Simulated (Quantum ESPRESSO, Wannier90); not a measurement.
**Wannier functions of TiNCl (Pmmn)**

```
TiNCl
1.0
    3.26575     0.00000     0.00000
    0.00000     3.94206     0.00000
    0.00000     0.00000     8.09629
Ti N Cl
2 2 2
Direct
  0.50000   0.00000   0.09576
  0.00000   0.50000   0.90424
  0.00000   0.00000   0.95384
  0.50000   0.50000   0.04616
  0.50000   0.50000   0.67808
  0.00000   0.00000   0.32192
```

Materials Project entry mp-27850; symmetrised, unrelaxed at this level. COD (Crystallography Open Database) has an entry of this formula and space group (matched by these alone). Method: LDA plane waves in Quantum ESPRESSO 7.5 (PseudoDojo norm-conserving files, 68 Ry, no spin polarisation, no spin-orbit coupling), Bloch states on a 6×4×4 mesh through Γ, Wannier90 4.0.1. Density: 10×8×4 mesh, Gaussian smearing 0.01 Ry. The cell is built of weakly bound layers, chains or molecules, whose nearest atoms lie 3.86 Å apart. Database cells relaxed without dispersion often hold them too far apart, which can enlarge gaps and weakens couplings between them; spacing and stacking were not compared with the measured crystal.

Functional, cutoff and mesh named above are those of the base row (6×4×4); the first column says what each row takes instead. Model: 22 functions from bands 13-50, start hydrogen-like Ti: d; N: p; Cl: p, centres 0.05 Å off the atoms, frozen window tied to the conduction edge or Fermi level of each row, as listed, which moves Ω_I and hoppings a little by itself. Energies are relative to the valence-band maximum; the misfit is to pw.x on a path, for states up to 1.6 eV relative to the valence-band maximum. Only the mesh of Bloch states changes. The disentangled Ω_I can sit in another minimum from row to row.

```json
[
 {"mesh": "2×2×2", "frozen to (eV)": "2.05", "Ω_I (Å²)": "17.78", "rms misfit (meV)": "35", "k-points (cost)": "8", "rough cost of nscf and overlaps (first row = 1)": "1.0"},
 {"mesh": "3×2×2", "frozen to (eV)": "2.05", "Ω_I (Å²)": "18.70", "rms misfit (meV)": "38", "k-points (cost)": "12", "rough cost of nscf and overlaps (first row = 1)": "1.5"},
 {"mesh": "4×3×3", "frozen to (eV)": "2.05", "Ω_I (Å²)": "19.67", "rms misfit (meV)": "12", "k-points (cost)": "36", "rough cost of nscf and overlaps (first row = 1)": "4"},
 {"mesh": "5×3×3", "frozen to (eV)": "2.05", "Ω_I (Å²)": "19.85", "rms misfit (meV)": "13", "k-points (cost)": "45", "rough cost of nscf and overlaps (first row = 1)": "5"},
 {"mesh": "6×4×4", "frozen to (eV)": "2.05", "Ω_I (Å²)": "20.24", "rms misfit (meV)": "1.2", "k-points (cost)": "96", "rough cost of nscf and overlaps (first row = 1)": "9"},
 {"mesh": "7×5×5", "frozen to (eV)": "2.05", "Ω_I (Å²)": "20.50", "rms misfit (meV)": "1.4", "k-points (cost)": "175", "rough cost of nscf and overlaps (first row = 1)": "15"}
]
```
